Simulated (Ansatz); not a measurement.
The relaxed structure here is a generated cell of AlPd: the first start was made by a random draw of sites in a space group, and the end was not matched to a known phase here, so it may be hypothetical.

The end point of a relaxation of AlPd. Space group Fm-3m (No. 225), rock salt type. Method: PBE (plane waves to 420 eV, PAW, scalar-relativistic; Ansatz, an electronic-structure program).

```cif
data_Al4Pd4
_chemical_formula_sum 'Al4 Pd4'
_space_group_name_H-M_alt 'Fm-3m'
_space_group_IT_number 225
_space_group_name_Hall '-F 4 2 3'
_cell_length_a 5.12986
_cell_length_b 5.12986
_cell_length_c 5.12986
_cell_angle_alpha 90.000
_cell_angle_beta 90.000
_cell_angle_gamma 90.000
loop_
_atom_site_label
_atom_site_type_symbol
_atom_site_symmetry_multiplicity
_atom_site_Wyckoff_symbol
_atom_site_fract_x
_atom_site_fract_y
_atom_site_fract_z
_atom_site_occupancy
Al1 Al 4 b 0.50000 0.50000 0.50000 1
Pd1 Pd 4 a 0.00000 0.00000 0.00000 1
```
(The calculation used a cell of 2 atoms; values per cell refer to that cell.)

```yaml
volume_per_atom: 16.87 Å³
band_gap: no gap (metallic)
shortest_distances: Al–Pd 2.56 Å
k-mesh: 16×16×16
```

No spin polarisation in the result.

The run could not lose the symmetry of its start: the end is stationary, and may be a saddle point rather than a minimum.

All atoms sit on sites fixed by symmetry, so only the cell could relax.
